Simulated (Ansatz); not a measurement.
## B6H10N: Coordination and 2H quadrupole coupling

Cell: a structure deposited in the COD whose atoms were relaxed with PBE, the cell held.

```cif
data_B6H10N
_symmetry_space_group_name_H-M 'Fm-3'
_symmetry_Int_Tables_number 202
_cell_length_a 10.8781
_cell_length_b 10.8781
_cell_length_c 10.8781
_cell_angle_alpha 90.000
_cell_angle_beta 90.000
_cell_angle_gamma 90.000
loop_
_atom_site_label
_atom_site_type_symbol
_atom_site_symmetry_multiplicity
_atom_site_Wyckoff_symbol
_atom_site_fract_x
_atom_site_fract_y
_atom_site_fract_z
B B 48 h 0.5000 0.4186 0.1325
H13 H 32 f 0.1951 0.8049 0.1951
H21 H 48 h 0.5000 0.3615 0.2271
N N 8 c 0.2500 0.7500 0.2500
```

One atom of each set is listed; the run and its k-mesh use a cell of 34 atoms with edges of 7.69, 7.69, 7.69 Å.

All values are calculated (Ansatz; DFT, PBE, plane waves and PAW, scalar-relativistic, 420 eV cutoff, Γ-centred 5×5×5 k-points, Fermi–Dirac smearing 0.05 eV), not measured.

Q(2H) = 2.858 mb.

Task: Rank these H sites by |C_Q|, smallest first.
A. H21: 1 B at 1.20 Å
B. H13: 1 N at 1.03 Å

Result: A (0.132 MHz, η = 0.05), B (0.206 MHz, η = 0.00).

An axis of threefold or higher order runs through H13, so V_zz lies along it and η is zero. At H21 V_zz points along its bond to B (within 1°). Like point charges on the first shell alone (each adding as 1/d³) would give the same order.

The lattice is static: at room temperature ammonium may turn and average the couplings of its hydrogen.
